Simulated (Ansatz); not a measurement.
SrCu2Si2 in space group I4/mmm (No. 139; Cu on 4d, Si on 4e, Sr on 2a), DFT-PBE in the program Ansatz with PAW potentials, all energies at zero smearing, with the estimated change up to a 700 eV cutoff added, with one set of potentials and settings (totals compare only within such a set). Cell of 5 atoms (2 Cu, 2 Si, 1 Sr): -18067.998 eV.

```
element             reference phase  E (eV/atom)
-------  --------------------------  -----------
Cu       Fm-3m, 1 atoms in the cell   -6625.1757
Si       Fd-3m, 2 atoms in the cell    -635.8096
Sr        C2/m, 3 atoms in the cell   -3544.2201
```

Formation energy per atom, worked out: (-18067.998 − 2×(-6625.1757) − 2×(-635.8096) − 1×(-3544.2201))/5 = -0.361 eV/atom (-35 kJ per mol of atoms), at 0 K, without zero-point energy or fitted corrections.

The workflow started from an entry of the Crystallography Open Database (COD). Its standing as an ambient phase is unchecked. The PBE relaxation kept the symmetry of its start; its stability against distortions is not shown here. No spin polarisation was allowed. The references are the lowest solids computed at this level, not always the standard phases.

Potentials: the later of the program's two PAW sets.
